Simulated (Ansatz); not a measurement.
Os (diamond, Fd-3m) under volume change, DFT-PBE in the program Ansatz with PAW potentials, scaled uniformly.

```
V (Å³/atom)  E − E(relaxed) (meV/atom)  P (GPa)
-----------  -------------------------  -------
19.504                           132.5    24.02
20.147                             [?]      [?]
20.790                            13.1     6.71
21.433                             0.0     0.00
22.075                            11.7    -5.67
22.718                            44.3   -10.44
23.361                             [?]      [?]
```

Some entries are withheld; supply them.


- 20.147, E − E(relaxed) (meV/atom): 55.5
- 20.147, P (GPa): 14.64
- 23.361, E − E(relaxed) (meV/atom): 94.5
- 23.361, P (GPa): -14.46

What does a third-order Birch–Murnaghan fit give for V₀, B₀ and B′?

V₀ = 21.43 Å³/atom, B₀ = 205 GPa, B′ = 4.6.

The cell is a constructed one: a structure type filled with these elements; neither database checked (COD, Materials Project) lists it. It is not the phase usual at ambient conditions (space group No. 194). Symmetry was held in the PBE relaxation; of distortions, only those at the zone centre were tested. No spin polarisation was allowed. Spin–orbit coupling is left out wherever it is not named.

Potentials: the later of the program's two PAW sets.
